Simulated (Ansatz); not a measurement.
Collinear states of IrO

Method: Ansatz 0.2.0, DFT r2SCAN, scalar-relativistic, plane waves, PAW.

```
Ir O
1.0
     0.00000    2.36481    2.36481
     2.36481    0.00000    2.36481
     2.36481    2.36481    0.00000
Ir O
1 1
Direct
  0.00000 0.00000 0.00000
  0.25000 0.25000 0.25000
```

- plane-wave cutoff: 500 eV
- Γ-centred k-mesh: 16×16×16
- occupation rule: Gaussian smearing, 0.1 eV
- list of starting moments (μB, in atom order): 2.5 0
- check for lower electronic states after the SCF: on

Each order was relaxed in cell and atoms. Spin–orbit coupling is left out, which for heavy magnetic ions can matter as much as these differences. r2SCAN tends to overstate moments in metals, so a weak moment here may be absent in the real material. Site moments are spin moments in atom-centred spheres that scale with the neighbour distance. The states are those that the runs reached from these starts; a lower one can exist. No antiferromagnetic start is among these.

Question: Starts tried: no spin; large parallel starting moments. Which state comes out lowest, and what are the moments?

Answer: Of the states reached here, with no antiferromagnetic start among them, the lowest is ferromagnetic, reached from the start “large parallel starting moments”, with site moments (μB) Ir +0.70, O +0.09.

```json
{"start": "no spin", "ends": "non-magnetic", "energy above lowest (meV/atom)": "6.26", "site moments (μB)": "none over 0.05", "gap on mesh (eV)": "metal", "volume (Å³/atom)": "13.22"}
{"start": "large parallel starting moments", "ends": "ferromagnetic", "energy above lowest (meV/atom)": "0.00", "site moments (μB)": "Ir +0.70, O +0.09", "gap on mesh (eV)": "metal", "volume (Å³/atom)": "13.33"}
```

Cost: 2 runs of about 3.8 core-minutes in all, on Intel Xeon Platinum 8488C (Sapphire Rapids) (shared hosts).